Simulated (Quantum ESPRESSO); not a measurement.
Band energies of CrO₃

```
CELL_PARAMETERS angstrom
      4.79176     0.00000    -0.00428
      0.00000     5.74640     0.00000
     -2.39242     0.00000     4.26595
ATOMIC_POSITIONS crystal
  O  0.70700 0.00000 0.77316
  O  0.09551 0.00000 0.45979
  O  0.63507 0.50000 0.54002
  O  0.93382 0.50000 0.22724
  O  0.38019 0.74999 0.99990
  O  0.38019 0.25001 0.99990
  Cr 0.59260 0.50000 0.19914
  Cr 0.39364 0.00000 0.80084
```

PBEsol (Quantum ESPRESSO, PseudoDojo norm-conserving, 94 Ry, no spin-orbit coupling); path ΓXSRAZΓYX1A1TY,ZT; energies in eV from the valence-band maximum.

```csv
k (1/Å),point,band 28,band 29,band 30,band 31,band 32,band 33,band 34,band 35
0.00,Γ,-1.50,-0.92,-0.90,-0.71,-0.57,2.06,2.51,2.70
0.65,,-1.44,-0.67,-0.56,-0.23,-0.18,2.04,2.54,2.83
0.86,X,-1.50,-0.79,-0.55,-0.19,-0.18,2.10,2.56,2.91
1.29,S,-1.44,-0.69,-0.54,-0.36,-0.04,2.06,2.51,2.88
1.83,R,-1.20,-1.04,-1.02,-0.25,0.00,2.26,2.43,2.91
2.04,,-1.19,-1.07,-1.06,-0.20,-0.03,2.28,2.39,2.94
2.25,A,-1.23,-1.10,-1.10,-0.11,-0.11,2.31,2.31,3.02
2.60,,-1.29,-1.09,-1.09,-0.25,-0.25,2.35,2.35,3.06
3.12,Z,-1.55,-1.45,-1.45,-0.78,-0.78,2.31,2.31,3.22
3.30,,-1.82,-1.16,-1.11,-0.84,-0.72,2.13,2.54,2.90
3.66,Γ,-1.50,-0.92,-0.90,-0.71,-0.57,2.06,2.51,2.70
3.85,,-1.52,-0.83,-0.81,-0.75,-0.56,2.09,2.50,2.75
4.40,Y,-1.53,-1.02,-0.53,-0.45,-0.31,2.27,2.57,2.96
4.85,X1,-1.50,-0.79,-0.55,-0.19,-0.18,2.10,2.56,2.91
4.99,,-1.48,-0.82,-0.62,-0.18,-0.16,2.11,2.58,2.94
5.40,A1,-1.23,-1.10,-1.10,-0.11,-0.11,2.31,2.31,3.02
5.55,,-1.41,-1.06,-1.06,-0.16,-0.16,2.27,2.27,3.05
5.84,T,-1.70,-1.03,-1.03,-0.25,-0.25,2.23,2.23,3.10
5.98,,-1.50,-1.18,-0.87,-0.28,-0.26,2.20,2.34,2.92
6.39,Y,-1.53,-1.02,-0.53,-0.45,-0.31,2.27,2.57,2.96
6.39,Z,-1.55,-1.45,-1.45,-0.78,-0.78,2.31,2.31,3.22
6.64,,-1.59,-1.34,-1.34,-0.64,-0.64,2.29,2.29,3.20
7.13,T,-1.70,-1.03,-1.03,-0.25,-0.25,2.23,2.23,3.10
```

The PBEsol gap is indirect, 2.04 eV, from R to 50 % of the way from Γ to X; the smallest direct gap is 2.10 eV. Another conduction extremum on the path lies within 0.02 eV, too close to call.

The 3d shell has no Hubbard U; the runs are without spin polarisation, and magnetic order was not tried.

Geometry relaxed with PBE+D3(BJ).

The structure is a Materials Project entry; no match was found in the copy of COD used, and its stability was not checked.
